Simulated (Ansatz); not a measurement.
A relaxed structure of CaO is spoiled in several ways and relaxed again each time (noise and exchanges are one random draw each; pressure is positive under compression). The numbers are results of r2SCAN (plane waves to 500 eV, PAW, scalar-relativistic; Ansatz, a first-principles code), not measurements.

```cif
data_Ca4O4
_chemical_formula_sum 'O4 Ca4'
_space_group_name_H-M_alt 'Fm-3m'
_space_group_IT_number 225
_space_group_name_Hall '-F 4 2 3'
_cell_length_a 4.79504
_cell_length_b 4.79504
_cell_length_c 4.79504
_cell_angle_alpha 90.000
_cell_angle_beta 90.000
_cell_angle_gamma 90.000
loop_
_atom_site_label
_atom_site_type_symbol
_atom_site_symmetry_multiplicity
_atom_site_Wyckoff_symbol
_atom_site_fract_x
_atom_site_fract_y
_atom_site_fract_z
_atom_site_occupancy
O1 O 4 a 0.00000 0.00000 0.00000 1
Ca1 Ca 4 b 0.50000 0.50000 0.50000 1
```
(The calculation used a cell of 2 atoms; values per cell refer to that cell.)

```tsv
change	first pressure (GPa)	first V (Å³/atom)	released (eV/atom)	moves	outcome	final group	E − E(parent) (eV/atom)
with every coordinate shifted by Gaussian noise of σ = 0.45 Å	14.7	13.78	0.34	4	returns to the parent	Fm-3m	0.000
deformed by the Cartesian strain tensor (xx, yy, zz, yz, xz, xy) = (-0.062, -0.039, -0.011, -0.043, -0.010, 0.017)	?	12.26	?	5	?	?	?
doubled along one cell vector, shaken by Gaussian noise of σ = 0.08 Å a coordinate	2.6	13.78	0.076	4	returns to the parent	Fm-3m	0.000
```

Q: Some entries are withheld; supply them.

A: 
- deformed by the Cartesian strain tensor (xx, yy, zz, yz, xz, xy) = (-0.062, -0.039, -0.011, -0.043, -0.010, 0.017), first pressure (GPa): 17.9
- deformed by the Cartesian strain tensor (xx, yy, zz, yz, xz, xy) = (-0.062, -0.039, -0.011, -0.043, -0.010, 0.017), released (eV/atom): 0.12
- deformed by the Cartesian strain tensor (xx, yy, zz, yz, xz, xy) = (-0.062, -0.039, -0.011, -0.043, -0.010, 0.017), outcome: returns to the parent
- deformed by the Cartesian strain tensor (xx, yy, zz, yz, xz, xy) = (-0.062, -0.039, -0.011, -0.043, -0.010, 0.017), final group: Fm-3m
- deformed by the Cartesian strain tensor (xx, yy, zz, yz, xz, xy) = (-0.062, -0.039, -0.011, -0.043, -0.010, 0.017), E − E(parent) (eV/atom): 0.000

First-step values come from each run's starting, coarser k-mesh (8×8×8, 9×9×8, 8×4×8). The runs use different k-meshes, so differences are rounded accordingly. No spin polarisation in the result.
